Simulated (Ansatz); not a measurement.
Clean, relaxed (001) surface of Cu, space group P6_3/mmc (No. 194) (top face towards +c; atoms held fixed, by place in the list: 1, 2, 3, 4):

```yaml
crystal:
  lattice:
    - [2.51980, 0.00000, 0.00000]
    - [-1.25990, 2.18221, 0.00000]
    - [0.00000, 0.00000, 31.41170]
  atoms:
    - { symbol: Cu, position: [0.33333, 0.66667, 0.27060] }
    - { symbol: Cu, position: [0.00000, 0.00000, 0.33614] }
    - { symbol: Cu, position: [0.66667, 0.33333, 0.40169] }
    - { symbol: Cu, position: [0.00000, 0.00000, 0.46723] }
    - { symbol: Cu, position: [0.33333, 0.66667, 0.53267] }
    - { symbol: Cu, position: [0.00000, 0.00000, 0.59794] }
    - { symbol: Cu, position: [0.66667, 0.33333, 0.66299] }
    - { symbol: Cu, position: [0.00000, 0.00000, 0.72807] }
```

Method: Ansatz 0.2.0, DFT PBEsol, scalar-relativistic, plane waves, PAW. Plane waves to 420 eV, a k mesh through Γ of 12×12×1 on the computed 8-atom cell and Gaussian smearing (0.10 eV); no spin polarisation. The cell repeats along c with a dipole correction in the vacuum.

The adsorption energy is E(slab + adsorbate) − E(slab) − E(free adsorbate, spin-polarised where open-shell). With the adsorbate the cell is lengthened along c to keep the vacuum.

**Question.** O (atom) is put on the top face (one adsorbate per 5.5 Å²) at each of these sites and relaxed. Order them from strongest to weakest binding.
A. hollow (Cu-Cu-Cu) at (0.33, 0.67)
B. top (Cu) at (0.00, 0.00)

**Answer.** A (-3.34 eV), B (-2.29 eV).

Each end is the local minimum or symmetric point that its start leads to. This isn't the usual crystal structure of Cu.

Spin polarisation was left out, and a magnetic state may lie lower.